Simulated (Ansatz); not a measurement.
AlPO4:
```cif
data_Al2O8P2
_chemical_formula_sum 'Al2 P2 O8'
_space_group_name_H-M_alt 'P63mc'
_space_group_IT_number 186
_space_group_name_Hall 'P 6c -2c'
_cell_length_a 5.31731
_cell_length_b 5.31731
_cell_length_c 8.67473
_cell_angle_alpha 90.000
_cell_angle_beta 90.000
_cell_angle_gamma 120.000
loop_
_atom_site_label
_atom_site_type_symbol
_atom_site_symmetry_multiplicity
_atom_site_Wyckoff_symbol
_atom_site_fract_x
_atom_site_fract_y
_atom_site_fract_z
_atom_site_occupancy
Al1 Al 2 b 0.33333 0.66667 0.06176 1
P1 P 2 b 0.33333 0.66667 0.43700 1
O1 O 6 c 0.02101 0.51051 0.49562 1
O2 O 2 b 0.33333 0.66667 0.26116 1
```

Relaxed with PBEsol. 

Task: HSE06 on this cell (Ansatz, a program for electronic structure, PAW) gives a gap of 7.09 eV. What does PBEsol give?

Result: 5.46 eV.

Cost on shared cores: the PBEsol run (SCF on a 6×6×4 mesh, then bands and DOS) around 2.8 core-minutes (rough), the HSE06 run (SCF on 4×4×2, then a few points) around 6 core-minutes (rough); the tasks are unlike.

Space group P6_3mc. The workflow started from a Materials Project entry (that database holds measured and hypothetical structures alike); the Crystallography Open Database files this formula in space group No. 186, but the cells were not matched. Its standing as an ambient phase is unchecked. Symmetry was held in the PBEsol relaxation; whether a distortion lowers the energy is not shown.

Potentials: the later of the program's two PAW sets.

Ansatz is a plane-wave DFT program.
